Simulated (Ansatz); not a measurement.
Mo:
```cif
data_Mo2
_chemical_formula_sum 'Mo2'
_space_group_name_H-M_alt 'P63/mmc'
_space_group_IT_number 194
_space_group_name_Hall '-P 6c 2c'
_cell_length_a 2.73021
_cell_length_b 2.73021
_cell_length_c 4.83726
_cell_angle_alpha 90.000
_cell_angle_beta 90.000
_cell_angle_gamma 120.000
loop_
_atom_site_label
_atom_site_type_symbol
_atom_site_symmetry_multiplicity
_atom_site_Wyckoff_symbol
_atom_site_fract_x
_atom_site_fract_y
_atom_site_fract_z
_atom_site_occupancy
Mo1 Mo 2 c 0.33333 0.66667 0.25000 1
```

This is the PBEsol-relaxed structure.

Question: All from PBEsol (plane waves, PAW; program Ansatz), unless another level is named. Give the highest zone-centre frequency.

Answer: 263 cm^-1.

Question: Next, the bulk modulus (Birch–Murnaghan fit)?

Answer: 251 GPa.

Space group P6_3/mmc (hcp (Mg type)). The start of the workflow was typed in or built on a structure type; the Crystallography Open Database copy checked does not list it. It is not the phase usual at ambient conditions (space group No. 229). Symmetry was held in the PBEsol relaxation; phonons show weakly imaginary modes. No spin polarisation was allowed. As this level gives no gap, phonon frequencies hold no LO–TO term and depend on the k-mesh and smearing (Fermi–Dirac, 0.1 eV here). On the denser mesh and wider smearing of the elastic run this cell carries a stress of 0.4 GPa.

Potentials: the earlier of the program's two PAW sets. The files were generated under PBE; for other functionals the program regenerates the frozen cores, and for LDA and PBEsol the local potential too.
